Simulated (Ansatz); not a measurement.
Nb₃Si₂:
```yaml
crystal:
  lattice:
    - [6.73249, 0.00000, 0.00000]
    - [0.00000, 6.73249, 0.00000]
    - [0.00000, 0.00000, 3.50240]
  atoms:
    - { symbol: Nb, position: [0.50000, 0.50000, 0.00000] }
    - { symbol: Nb, position: [0.00000, 0.00000, 0.00000] }
    - { symbol: Nb, position: [0.67170, 0.17170, 0.50000] }
    - { symbol: Nb, position: [0.32830, 0.82830, 0.50000] }
    - { symbol: Nb, position: [0.82830, 0.67170, 0.50000] }
    - { symbol: Nb, position: [0.17170, 0.32830, 0.50000] }
    - { symbol: Si, position: [0.12724, 0.62724, 0.00000] }
    - { symbol: Si, position: [0.87276, 0.37276, 0.00000] }
    - { symbol: Si, position: [0.37276, 0.12724, 0.00000] }
    - { symbol: Si, position: [0.62724, 0.87276, 0.00000] }
```

Relaxed with r²SCAN.

Map the electron localisation function on the plane through (0.500, 0.500, 0.000) spanned by u = [1, 0, 0] and v = [0, 1, 0] in lattice vectors, from plane-wave PAW r²SCAN (Ansatz code).

x is the fraction of u, y of v (the angle between them is 90°; rows are the nearest grid lines); atoms in the plane: Nb at (0.00, 0.00), Nb at (0.50, 0.50), Si at (0.63, 0.13), Si at (0.37, 0.87), Si at (0.87, 0.63), Si at (0.13, 0.37).
```
y \ x   0.000  0.0882  0.176  0.265  0.353  0.441  0.559  0.647  0.735  0.824  0.912   1.00
------  -----  ------  -----  -----  -----  -----  -----  -----  -----  -----  -----  -----
1.00    0.077   0.756  0.139  0.697  0.634  0.655  0.655  0.634  0.697  0.139  0.756  0.077
0.912   0.756   0.538  0.284  0.636  0.223  0.249  0.571  0.457  0.480  0.211  0.538  0.756
0.853   0.218   0.168  0.519  0.618  0.385  0.240  0.568  0.305  0.398  0.426  0.152  0.218
0.765   0.569   0.439  0.501  0.695  0.618  0.688  0.561  0.398  0.577  0.721  0.683  0.569
0.706   0.726   0.483  0.344  0.579  0.671  0.454  0.303  0.467  0.701  0.466  0.424  0.726
0.618   0.600   0.465  0.362  0.431  0.194  0.396  0.467  0.208  0.701  0.229  0.219  0.600
0.529   0.683   0.626  0.675  0.515  0.224  0.725  0.713  0.183  0.621  0.589  0.468  0.683
0.471   0.683   0.468  0.589  0.621  0.183  0.713  0.725  0.224  0.515  0.675  0.626  0.683
0.382   0.600   0.219  0.229  0.701  0.208  0.467  0.396  0.194  0.431  0.362  0.465  0.600
0.294   0.726   0.424  0.466  0.701  0.467  0.303  0.454  0.671  0.579  0.344  0.483  0.726
0.235   0.569   0.683  0.721  0.577  0.398  0.561  0.688  0.618  0.695  0.501  0.439  0.569
0.147   0.218   0.152  0.426  0.398  0.305  0.568  0.240  0.385  0.618  0.519  0.168  0.218
0.0882  0.756   0.538  0.211  0.480  0.457  0.571  0.249  0.223  0.636  0.284  0.538  0.756
0.000   0.077   0.756  0.139  0.697  0.634  0.655  0.655  0.634  0.697  0.139  0.756  0.077
```

The density is the valence pseudo-density with augmentation charge, so density and ELF within about 1 Å of a nucleus are not all-electron values.

Space group P4/mbm. The first step of the workflow began from a Materials Project structure, measured or hypothetical; the Crystallography Open Database copy checked does not list it. Its standing as an ambient phase is unchecked. The r²SCAN relaxation kept the symmetry of its start; its stability against distortions is not shown here. No spin polarisation was allowed.

Potentials: the later of the program's two PAW sets.
